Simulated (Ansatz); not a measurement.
MoIr:
```cif
data_IrMo
_chemical_formula_sum 'Mo1 Ir1'
_space_group_name_H-M_alt 'P-6m2'
_space_group_IT_number 187
_space_group_name_Hall 'P -6 2'
_cell_length_a 2.75328
_cell_length_b 2.75328
_cell_length_c 4.42866
_cell_angle_alpha 90.000
_cell_angle_beta 90.000
_cell_angle_gamma 120.000
loop_
_atom_site_label
_atom_site_type_symbol
_atom_site_symmetry_multiplicity
_atom_site_Wyckoff_symbol
_atom_site_fract_x
_atom_site_fract_y
_atom_site_fract_z
_atom_site_occupancy
Mo1 Mo 1 a 0.00000 0.00000 0.00000 1
Ir1 Ir 1 d 0.33333 0.66667 0.50000 1
```

Relaxed with PBEsol.

Question: Which orbitals make up the states near the Fermi level in PBEsol (plane waves, PAW; program Ansatz)?

Answer: Within 0.5 eV of the Fermi level: Mo 4d 55 %, Ir 5d 34 %. Projections are on Löwdin-orthogonalised atomic valence shells; empty p or d shells of many metals are not among them.

Question: Tabulate the density of states.

Answer: States/eV per cell of 2 atoms, in 0.25 eV bins, energy from the Fermi level.

| E (eV) | total | Ir 5d | Mo 4d | Ir 6s |
|---|---|---|---|---|
| -7.85 | 0.23 | 0.02 | 0.01 | 0.13 |
| -7.60 | 0.25 | 0.03 | 0.02 | 0.14 |
| -7.35 | 0.29 | 0.03 | 0.03 | 0.15 |
| -7.10 | 0.34 | 0.05 | 0.04 | 0.17 |
| -6.85 | 1.29 | 0.61 | 0.25 | 0.31 |
| -6.60 | 1.45 | 0.71 | 0.30 | 0.33 |
| -6.35 | 0.95 | 0.46 | 0.23 | 0.19 |
| -6.10 | 1.19 | 0.64 | 0.32 | 0.13 |
| -5.85 | 1.80 | 1.05 | 0.52 | 0.09 |
| -5.60 | 2.44 | 1.49 | 0.70 | 0.05 |
| -5.35 | 2.54 | 1.53 | 0.65 | 0.05 |
| -5.10 | 2.40 | 1.38 | 0.58 | 0.07 |
| -4.85 | 2.83 | 1.68 | 0.86 | 0.14 |
| -4.60 | 3.19 | 2.01 | 0.84 | 0.19 |
| -4.35 | 1.20 | 0.82 | 0.29 | 0.04 |
| -4.10 | 1.54 | 1.12 | 0.33 | 0.03 |
| -3.85 | 2.21 | 1.38 | 0.68 | 0.05 |
| -3.60 | 2.77 | 1.56 | 0.99 | 0.09 |
| -3.35 | 2.31 | 1.45 | 0.66 | 0.08 |
| -3.10 | 2.28 | 1.40 | 0.69 | 0.06 |
| -2.85 | 2.44 | 1.42 | 0.83 | 0.06 |
| -2.60 | 2.15 | 1.23 | 0.76 | 0.05 |
| -2.35 | 1.68 | 1.06 | 0.51 | 0.03 |
| -2.10 | 2.90 | 1.63 | 1.08 | 0.05 |
| -1.85 | 3.48 | 1.55 | 1.74 | 0.04 |
| -1.60 | 2.23 | 1.25 | 0.84 | 0.03 |
| -1.35 | 2.27 | 0.79 | 1.24 | 0.04 |
| -1.10 | 2.12 | 0.62 | 1.22 | 0.04 |
| -0.85 | 1.86 | 0.57 | 1.05 | 0.04 |
| -0.60 | 1.77 | 0.55 | 1.02 | 0.03 |
| -0.35 | 1.51 | 0.49 | 0.84 | 0.03 |
| -0.10 | 1.52 | 0.51 | 0.84 | 0.03 |
| 0.15 | 1.49 | 0.53 | 0.82 | 0.02 |
| 0.40 | 1.48 | 0.54 | 0.80 | 0.02 |
| 0.65 | 1.47 | 0.55 | 0.80 | 0.01 |
| 0.90 | 1.48 | 0.55 | 0.80 | 0.01 |
| 1.15 | 1.50 | 0.59 | 0.78 | 0.01 |
| 1.40 | 1.61 | 0.61 | 0.88 | 0.02 |
| 1.65 | 2.23 | 0.79 | 1.31 | 0.04 |
| 1.90 | 1.84 | 0.62 | 1.07 | 0.05 |
| 2.15 | 1.67 | 0.45 | 1.07 | 0.05 |
| 2.40 | 2.17 | 0.60 | 1.42 | 0.06 |
| 2.65 | 2.89 | 0.74 | 1.93 | 0.11 |
| 2.90 | 2.55 | 0.62 | 1.71 | 0.10 |
| 3.15 | 1.27 | 0.25 | 0.84 | 0.07 |
| 3.40 | 0.75 | 0.10 | 0.47 | 0.08 |
| 3.65 | 0.73 | 0.09 | 0.45 | 0.08 |
| 3.90 | 0.77 | 0.08 | 0.46 | 0.09 |
| 4.15 | 0.81 | 0.07 | 0.49 | 0.10 |
| 4.40 | 0.87 | 0.07 | 0.50 | 0.12 |
| 4.65 | 0.74 | 0.07 | 0.32 | 0.14 |

The workflow started from a Materials Project entry (that database holds measured and hypothetical structures alike); the Crystallography Open Database copy checked does not list it. COD files the formula under space group No. 51. With Mo and Ir taken as one species the cell has the higher symmetry P6_3/mmc, so it may be an ordered model of a mixed-site phase. Whether it is the stable phase at ambient conditions was not checked. The PBEsol relaxation kept the symmetry of its start; its stability against distortions is not shown here. No spin polarisation was allowed. Scalar-relativistic: spin–orbit coupling is off unless named, which matters more the heavier the elements.

Potentials: the later of the program's two PAW sets.
